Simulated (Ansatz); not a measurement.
Theory: DFT PBE, scalar-relativistic, plane waves, PAW in Ansatz 0.2.0. Settings: cutoff 420 eV, Γ-centred meshes spaced at most about 0.3 Å⁻¹, and about 0.25 Å⁻¹ or finer for metals (2π included), Gaussian smearing. No spin polarisation in the final relaxations.

All energies are static (0 K, no zero-point motion).

Two forms of SrYbGa were relaxed alike.

A.

```cif
data_structure
_symmetry_space_group_name_H-M 'P4/nmm:1'
_symmetry_Int_Tables_number 129
_cell_length_a 5.2333
_cell_length_b 5.2333
_cell_length_c 7.8127
_cell_angle_alpha 90.000
_cell_angle_beta 90.000
_cell_angle_gamma 90.000
_cell_volume 213.97
loop_
_atom_site_label
_atom_site_type_symbol
_atom_site_symmetry_multiplicity
_atom_site_Wyckoff_symbol
_atom_site_fract_x
_atom_site_fract_y
_atom_site_fract_z
_atom_site_occupancy
Sr1 Sr 2 c 0.00000 0.50000 0.70862 1
Yb1 Yb 2 c 0.00000 0.50000 0.18383 1
Ga1 Ga 2 a 0.00000 0.00000 0.00000 1
```

B.

```cif
data_structure
_symmetry_space_group_name_H-M 'P-6m2'
_symmetry_Int_Tables_number 187
_cell_length_a 5.2791
_cell_length_b 5.2791
_cell_length_c 4.0729
_cell_angle_alpha 90.000
_cell_angle_beta 90.000
_cell_angle_gamma 120.000
_cell_volume 98.30
loop_
_atom_site_label
_atom_site_type_symbol
_atom_site_symmetry_multiplicity
_atom_site_Wyckoff_symbol
_atom_site_fract_x
_atom_site_fract_y
_atom_site_fract_z
_atom_site_occupancy
Sr1 Sr 1 e 0.66667 0.33333 0.00000 1
Yb1 Yb 1 d 0.33333 0.66667 0.50000 1
Ga1 Ga 1 b 0.00000 0.00000 0.50000 1
```

Question: Which form is favoured at zero pressure, and by what margin per atom?

Answer: A is lower, by 53 meV/atom. A has space group P4/nmm (No. 129), 35.7 Å³/atom and no gap on its mesh; B has space group P-6m2 (No. 187), 32.8 Å³/atom and no gap. Counting all near atoms (those within 1.25 times the shortest distance at each site; a plus sign parts nearer from farther groups), A has Sr 10, Yb 4+1, Ga 4+8 and B has Sr 12+2, Yb 3+6, Ga 3+6. The lower one is the more open, so pressure narrows the difference. In A, Sr is surrounded by 4 Ga at 3.47 Å, 5 Yb at 3.71–3.79 Å and 1 Yb at 4.10 Å; Yb is surrounded by 4 Ga at 2.98 Å, 5 Sr at 3.71–3.79 Å and 1 Sr at 4.10 Å; Ga has 4 Yb at 2.98 Å, 4 Sr at 3.47 Å and 4 Ga at 3.70 Å. In B, around Sr lie 6 Ga at 3.67 Å, 6 Yb at 3.67 Å and 2 Sr at 4.07 Å; around Yb lie 3 Ga at 3.05 Å, 6 Sr at 3.67 Å and 2 Yb at 4.07 Å; Ga is surrounded by 3 Yb at 3.05 Å and 6 Sr at 3.67 Å. Both come from invented guesses.

The 4f shell of Yb is treated without a Hubbard U. Trial moments died out on the coarse mesh in P4/nmm and P-6m2; another magnetic start might hold. Cells relaxed within their symmetry can be saddle points.
